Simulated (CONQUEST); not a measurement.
A self-consistent single point of CdTe (F-43m, 8 atoms in the cell; from Materials Project mp-406, changed as shown).

```
CELL_PARAMETERS angstrom
      6.69552     0.00000     0.00000
      0.00000     6.69552     0.00000
      0.00000     0.00000     6.69552
ATOMIC_POSITIONS crystal
  Cd 0.00000 0.00000 0.00000
  Cd 0.00000 0.50000 0.50000
  Cd 0.50000 0.00000 0.50000
  Cd 0.50000 0.50000 0.00000
  Te 0.25000 0.25000 0.75000
  Te 0.25000 0.75000 0.25000
  Te 0.75000 0.25000 0.25000
  Te 0.75000 0.75000 0.75000
```

Method: PBE, numerical atomic orbitals double-zeta with polarisation (the shipped basis), PseudoDojo norm-conserving potentials made for PBE (CONQUEST).

CONQUEST settings:

| key | value |
|---|---|
| basis | DZP |
| Diag.MPMeshX, Y, Z | 4 4 4 |
| potentials | PseudoDojo norm-conserving PBE |
| Grid.GridCutoff | 140 Ha |
| DM.SolutionMethod | diagon |
| Diag.kT | 0.000735 Ha |
| Diag.GammaCentred | true |
| minE.SCTolerance | 1.0e-07 |
| SC.MaxIters | 100 |
| SC.LinearMixingFactor | 0.3 |
| AtomMove.TypeOfRun | static |

Task: Estimate, at this level of theory: gap on the k-point mesh and pressure.

Result: The run gave:

- Gap on the k-point mesh = 0.64 eV
- Pressure = -0.67 GPa

The gap is read on the k-point mesh of the run and can differ from the gap over the whole zone at this level.

For comparison: a first run was changed to give this one (lattice scaled by 1.02), and from it to this one the free energy drops by 5.0 meV/atom, the pressure goes from 1.47 to -0.67 GPa and the gap on the mesh goes from 0.832 to 0.639 eV.

Spin-orbit coupling is left out, which matters for bands and gaps with elements this heavy. The program uses no crystal symmetry, so grid and mesh can part values that symmetry would make equal. The atom-centred basis is finite, which shifts total energies, pressures and gaps against plane waves. The structure comes from a collection of computed structures, made at another level of theory; the collection holds predicted forms beside known ones.

Cost on one core: about 70 core-seconds (a rough figure).
